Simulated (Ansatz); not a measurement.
**NaAsF6: where the heat goes in a short trajectory**

All numbers below come from DFT PBEsol, scalar-relativistic, plane waves, PAW (Ansatz). Cutoff 420 eV, shifted (0.5, 0.5, 0.5 steps) 2×2×2 k-points, Fermi–Dirac smearing of 0.069 eV. The mesh is coarse. No spin polarisation.

16 atoms start on the lattice sites below (V = 216.0 Å³, 1.02 times the source cell's; static pressure 0.11 GPa, largest force component 0.16 eV/Å) with velocities drawn for 800 K; Nosé–Hoover thermostat aiming at the same temperature, fixed cell, 43 steps of 2 fs.

```yaml
crystal:
  lattice:
    - [5.13039, 0.00000, 0.00000]
    - [0.00000, 2.96203, -4.73847]
    - [0.00000, 5.92406, 4.73847]
  atoms:
    - { symbol: Na, position: [0.00000, 0.00000, 0.50000] }
    - { symbol: Na, position: [0.50000, 0.50000, 0.00000] }
    - { symbol: As, position: [0.00000, 0.00000, 0.00000] }
    - { symbol: As, position: [0.50000, 0.50000, 0.50000] }
    - { symbol: F, position: [0.13603, 0.99789, 0.21210] }
    - { symbol: F, position: [0.63603, 0.49789, 0.71210] }
    - { symbol: F, position: [0.22094, 0.35486, 0.56907] }
    - { symbol: F, position: [0.72094, 0.85486, 0.06907] }
    - { symbol: F, position: [0.64303, 0.21883, 0.43304] }
    - { symbol: F, position: [0.14303, 0.71883, 0.93304] }
    - { symbol: F, position: [0.86397, 0.00211, 0.78790] }
    - { symbol: F, position: [0.36397, 0.50211, 0.28790] }
    - { symbol: F, position: [0.77906, 0.64514, 0.43093] }
    - { symbol: F, position: [0.27906, 0.14514, 0.93093] }
    - { symbol: F, position: [0.35697, 0.78117, 0.56696] }
    - { symbol: F, position: [0.85697, 0.28117, 0.06696] }
```

| t (fs) | T (K) | kinetic energy (meV/atom) | potential energy over the first frame (meV/atom) | P with the kinetic part (GPa) |
| --- | --- | --- | --- | --- |
| 0.0 | 800 | 96.9 | 0.0 | 0.92 |
| 6.0 | 692 | 83.8 | 13.3 | -0.22 |
| 12.0 | 504 | 61.0 | 36.3 | -0.40 |
| 18.0 | 379 | 46.0 | 51.6 | 0.11 |
| 24.0 | 369 | 44.8 | 53.1 | 1.10 |
| 30.0 | 436 | 52.8 | 45.5 | 2.37 |
| 36.0 | 518 | 62.7 | 36.4 | 3.41 |
| 42.0 | 584 | 70.8 | 29.6 | 3.46 |
| 48.0 | 626 | 75.8 | 26.0 | 2.31 |
| 54.0 | 596 | 72.3 | 31.2 | 0.72 |
| 60.0 | 486 | 58.9 | 46.2 | -0.31 |
| 66.0 | 395 | 47.9 | 58.8 | -0.45 |
| 72.0 | 397 | 48.1 | 60.0 | 0.18 |
| 78.0 | 462 | 55.9 | 53.9 | 1.35 |
| 84.0 | 535 | 64.8 | 47.4 | 2.52 |

T counts 3N − 3 degrees of freedom. Means over every step of the second half, not only the rows shown: T = 504 K, kinetic energy 61.1 meV/atom, potential energy 45.4 meV/atom, P = 1.01 GPa.

Does the potential energy follow equipartition for harmonic vibrations?

In a harmonic crystal each vibration holds as much potential as kinetic energy on average, here 61.1 meV/atom. The run has 45.4, a ratio of 0.74. The deficit can mean that slow modes haven't yet taken up their share, that the thermostat is still feeding kinetic energy, or that the atoms found a lower arrangement than the start. So short a run gives a rough mean. T is still well under the temperature that the thermostat aims for.

Split the rise of pressure into the kinetic part and the rest. Can a thermal Grüneisen parameter be estimated?

The program counts the kinetic part as N k_B T/V = 0.52 GPa. The pressure lies 0.91 GPa over the static one in all, so the forces add 0.39 GPa. For a harmonic mode with ω ∝ V^(−γ) and an amplitude that scales with the cell, the forces add (2γ − 2/3)U/V, which needs no equipartition; when U equals the kinetic energy K, this and the kinetic part 2K/(3V) sum to the Mie–Grüneisen γE_th/V. With U = N × 45.4 meV, γ = 1/3 + V ΔP_forces/(2U) = 0.70, for harmonic vibrations a mean over the modes weighted by their potential energy, for uniform scaling of the cell (in a layered or otherwise anisotropic crystal this differs from γ under hydrostatic pressure). Most solids fall between 1 and 3, and tetrahedral, framework and layered ones often lower; anharmonic motion and pressure swings in a cell of 16 atoms make this value uncertain by tenths or more.